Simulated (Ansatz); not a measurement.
Geometry optimisation in Ansatz: input, command and trajectory.

```yaml
crystal:
  lattice:
    - [1.8556841361, 1.0713797355, 8.6020372769]
    - [-1.8556841361, 1.0713797355, 8.6020372769]
    - [0.0, -2.1427594709, 8.6020372769]
  atoms:
    - { symbol: Zr, position: [0.0, 0.0, 0.0] }
    - { symbol: Zr, position: [0.2095, 0.2095, 0.2095] }
    - { symbol: Zr, position: [0.7905, 0.7905, 0.7905] }
    - { symbol: S, position: [0.4, 0.4, 0.4] }
    - { symbol: S, position: [0.6, 0.6, 0.6] }
basis:
  ecutwfc: 420
kpoints:
  mp_grid: { grid: [6, 6, 6] }
hamiltonian:
  xc: pbe
scf:
  occupations: { method: gaussian, width: 0.1 }
  lower_state_search: "off"
output:
  forces: true
  stress: true
  eigenvalues: true
relax:
  adjacent_minimum: "off"
  f_tol: 0.04
  max_steps: 70
  cell: { stress_tol: 0.4 }
```

```bash
ansatz run input.yaml --threads 1 --pin off --max-ram 2560MiB --backend cpu --events-out ev --progress --plain --runs-dir out
```

The calculation used DFT PBE, scalar-relativistic, plane waves, PAW (Ansatz 0.2.0).

Of 5 frames 5 are shown, positions in Å and forces in eV/Å; the SCF threshold varies from step to step. Steps run on the plane waves of an earlier cell, with a Pulay correction in the pressure. The basis is chosen afresh for the last frame, the zero of the energies, and at times for earlier ones too; energy and pressure step there, also at an unchanged geometry.

```xyz
5
Lattice="1.8557 1.0714 8.6020 -1.8557 1.0714 8.6020 0.0000 -2.1428 8.6020" Properties=species:S:1:pos:R:3:forces:R:3 pbc="T T T" step=1 free_energy_over_end_meV_per_atom=109.64 pressure_GPa=-5.68
Zr    0.0000    0.0000    0.0000    0.0000    0.0000    0.0000
Zr    0.0000    0.0000    5.4064    0.0000    0.0000    1.5478
Zr    0.0000    0.0000   20.3997    0.0000    0.0000   -1.5478
S     0.0000    0.0000   10.3224    0.0000    0.0000   -1.0917
S     0.0000    0.0000   15.4837    0.0000    0.0000    1.0917
5
Lattice="1.8170 1.0490 8.6599 -1.8170 1.0490 8.6599 0.0000 -2.0981 8.6599" Properties=species:S:1:pos:R:3:forces:R:3 pbc="T T T" step=2 free_energy_over_end_meV_per_atom=6.09 pressure_GPa=-2.04
Zr    0.0000    0.0000    0.0000    0.0000    0.0000    0.0000
Zr    0.0000    0.0000    5.6390    0.0000    0.0000   -0.3751
Zr    0.0000    0.0000   20.3408    0.0000    0.0000    0.3751
S     0.0000    0.0000   10.2268    0.0000    0.0000   -0.0749
S     0.0000    0.0000   15.7530    0.0000    0.0000    0.0749
5
Lattice="1.8109 1.0455 8.5623 -1.8109 1.0455 8.5623 0.0000 -2.0910 8.5623" Properties=species:S:1:pos:R:3:forces:R:3 pbc="T T T" step=3 free_energy_over_end_meV_per_atom=0.24 pressure_GPa=-0.09
Zr    0.0000    0.0000    0.0000    0.0000    0.0000    0.0000
Zr    0.0000    0.0000    5.5497    0.0000    0.0000   -0.1634
Zr    0.0000    0.0000   20.1371    0.0000    0.0000    0.1634
S     0.0000    0.0000   10.1185    0.0000    0.0000   -0.0531
S     0.0000    0.0000   15.5683    0.0000    0.0000    0.0531
5
Lattice="1.8080 1.0438 8.5726 -1.8080 1.0438 8.5726 0.0000 -2.0877 8.5726" Properties=species:S:1:pos:R:3:forces:R:3 pbc="T T T" step=4 free_energy_over_end_meV_per_atom=-0.13 pressure_GPa=0.02
Zr    0.0000    0.0000    0.0000    0.0000    0.0000    0.0000
Zr    0.0000    0.0000    5.5384    0.0000    0.0000    0.0350
Zr    0.0000    0.0000   20.1794    0.0000    0.0000   -0.0350
S     0.0000    0.0000   10.1298    0.0000    0.0000    0.0307
S     0.0000    0.0000   15.5880    0.0000    0.0000   -0.0307
5
Lattice="1.8080 1.0438 8.5726 -1.8080 1.0438 8.5726 0.0000 -2.0877 8.5726" Properties=species:S:1:pos:R:3:forces:R:3 pbc="T T T" step=5 free_energy_over_end_meV_per_atom=0.00 pressure_GPa=0.02
Zr    0.0000    0.0000    0.0000    0.0000    0.0000    0.0000
Zr    0.0000    0.0000    5.5384    0.0000    0.0000    0.0347
Zr    0.0000    0.0000   20.1794    0.0000    0.0000   -0.0347
S     0.0000    0.0000   10.1298    0.0000    0.0000    0.0307
S     0.0000    0.0000   15.5880    0.0000    0.0000   -0.0307
```

The start puts this composition into another compound's structure type, which needn't suit it. At the end the space group is R-3m (tolerance 0.05 Å).

It took 84 s on 1 thread of Intel(R) Xeon(R) Processor @ 2.50GHz (Skylake/Cascade Lake), on a shared host, peak memory 0.44 GiB.

The k mesh is coarse.